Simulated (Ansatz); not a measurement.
Relaxed CsSnI3 (cubic perovskite):

```
CELL_PARAMETERS angstrom
      6.27175     0.00000     0.00000
      0.00000     6.27175     0.00000
      0.00000     0.00000     6.27175
ATOMIC_POSITIONS crystal
  Cs 0.00000 0.00000 0.00000
  Sn 0.50000 0.50000 0.50000
  I  0.00000 0.50000 0.50000
  I  0.50000 0.50000 0.00000
  I  0.50000 0.00000 0.50000
```

Two-dimensional scan of atom 2 (Sn, nearest neighbour I at 3.136 Å; its periodic images, 6.3 Å or more away, move with it): u runs along (1.000, 0.000, 0.000), v along (0.000, 1.000, 0.000) (Cartesian). Cell and other atoms are fixed.

Method: PBE (plane waves to 420 eV, PAW, scalar-relativistic; Ansatz, a quantum-chemistry and plane-wave program). k mesh 5×5×5 (Γ-centred), Fermi-Dirac smearing 0.05 eV. Energies are smeared free energies. CsSnI3 was relaxed with its symmetry unable to fall. Spin-orbit coupling is left out, though I is heavy. This is a high-temperature form of CsSnI3.

Changes of ΔE (meV/cell) from the point u = 0.000 Å, v = 0.000 Å when one coordinate moves alone (two changes are said to add if the coupling is within 5 % of the smaller one, nearly so within 20 %):

```
point                      change
-------------------------  ------
u = 0.000 Å, v = -0.470 Å   250.6
u = 0.000 Å, v = -0.235 Å    26.0
u = -0.470 Å, v = 0.000 Å   250.6
u = -0.235 Å, v = 0.000 Å    26.0
u = 0.235 Å, v = 0.000 Å     26.0
u = 0.470 Å, v = 0.000 Å    250.6
u = 0.000 Å, v = 0.235 Å     26.0
u = 0.000 Å, v = 0.470 Å    250.6
```

Question: Do the two effects add at u = 0.470 Å, v = -0.235 Å? Give the computed change.

Answer: The sum of the single changes is 250.6 + (26.0) = 276.6; the calculation gives 278.5, so the coupling contributes 1.9 (under 20 % of the smaller single change, nearly additive).

Question: What is the change at u = 0.235 Å, v = 0.235 Å, where both move, and how far is it from the sum?

Answer: The sum of the single changes is 26.0 + (26.0) = 52.0; the calculation gives 54.9, so the coupling contributes 2.9 (under 20 % of the smaller single change, nearly additive).

(A displaced cell: forces are minus the slopes of the energy, force constants its curvatures, and phonons follow from these.)
